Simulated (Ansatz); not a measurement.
MoPt: computed property card

MoPt:
```cif
data_MoPt
_chemical_formula_sum 'Pt1 Mo1'
_space_group_name_H-M_alt 'P 1'
_space_group_IT_number 1
_cell_length_a 3.66425
_cell_length_b 3.66425
_cell_length_c 3.66425
_cell_angle_alpha 60.000
_cell_angle_beta 60.000
_cell_angle_gamma 60.000
loop_
_space_group_symop_operation_xyz
  'x, y, z'
loop_
_atom_site_label
_atom_site_type_symbol
_atom_site_fract_x
_atom_site_fract_y
_atom_site_fract_z
_atom_site_occupancy
Pt1 Pt 0.00000 0.00000 0.00000 1
Mo1 Mo 0.50000 0.50000 0.50000 1
```

Space group Fm-3m (No. 225), rock salt; conventional cell a = b = c = 5.1820 Å, α = β = γ = 90.00°.

Method: the program Ansatz at the PBEsol level (PAW). Structure relaxed to zero pressure with the same functional. Other levels are named where they apply.

**Cell and energy**

```
Quantity                                                        Value
-----------------------------------------------------  --------------
Volume per atom                                              17.39 Å³
Density                                                   13.89 g/cm³
Formation energy from the elements (no fitted shifts)  75 kJ/mol-atom
```

**Electronic structure**

```
Item                                                                        Value
------------------------------------  -------------------------------------------
Electronic character                                            metallic (no gap)
Density of states at the Fermi level  1.8 states/eV per atom (mean over ±0.08 eV)
Gap with spin–orbit coupling                                      none (metallic)
```

**Mechanics**

```
Item                                                                           Value
--------------------------------------------  --------------------------------------
Bulk modulus (Birch–Murnaghan fit)                                         2200 kbar
Pressure derivative B′                                                           4.6
Elastic constants (relaxed ions, GPa)                C11 = 277, C12 = 192, C44 = 6.4
Mechanical stability                          stable (all eigenvalues of C positive)
Hill bulk and shear moduli                                          220 and 15.3 GPa
Young's modulus                                                             44.8 GPa
Poisson's ratio                                                                 0.47
Debye temperature from the elastic constants                                   138 K
```

**Phonons**

```
Quantity                                        Value
-----------------------------  ----------------------
Highest zone-centre frequency                118 cm⁻¹
Zone-centre stability          no imaginary mode at Γ
```

The start of the workflow was typed in or built on a structure type; neither database checked (COD, Materials Project) lists it. Its standing as an ambient phase is unchecked. Symmetry was held in the PBEsol relaxation. No spin polarisation was allowed. Its formation energy is positive at this level, so the cell may be metastable or incomplete. As this level gives no gap, shear constants depend on the k-mesh and smearing (Fermi–Dirac, 0.1 eV here). As this level gives no gap, phonon frequencies hold no LO–TO term and depend on the k-mesh and smearing (Fermi–Dirac, 0.1 eV here). The references are the lowest solids computed at this level, not always the standard phases. Spin–orbit coupling is left out wherever it is not named.

Potentials: the earlier of the program's two PAW sets. The files were generated under PBE; for other functionals the program regenerates the frozen cores, and for LDA and PBEsol the local potential too.
